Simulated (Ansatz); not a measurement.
Consider the following.

BC$_{7}$:
Space group P-43m (No. 215); a = b = c = 3.6007 Å, α = β = γ = 90.00°

| atom | site | symmetry | x | y | z |
|---|---|---|---|---|---|
| C | 3d | -42.m | 0.0000 | 0.0000 | 0.5000 |
| C | 4e | .3m | 0.7549 | 0.7549 | 0.7549 |
| B | 1b | -43m | 0.5000 | 0.5000 | 0.5000 |

This is the PBEsol-relaxed structure.

Q: All from the program Ansatz at the PBEsol level (PAW), unless another level is named. Estimate the electronic character.

A: metallic (no gap).

Q: Give the density of states at the Fermi level.

A: 0.15 states/eV per atom (mean over ±0.08 eV).

Q: And the formation energy from the elements (no fitted shifts)?

A: 0.17 eV/atom.

The start of the workflow was typed in or built on a structure type; the Crystallography Open Database copy checked does not list it. Whether it is the stable phase at ambient conditions was not checked. The PBEsol relaxation kept the symmetry of its start; its stability against distortions is not shown here. Its formation energy is positive at this level, so the cell may be metastable or incomplete. The references are the lowest solids computed at this level, not always the standard phases.

Potentials: the earlier of the program's two PAW sets. The files were generated under PBE; for other functionals the program regenerates the frozen cores, and for LDA and PBEsol the local potential too.
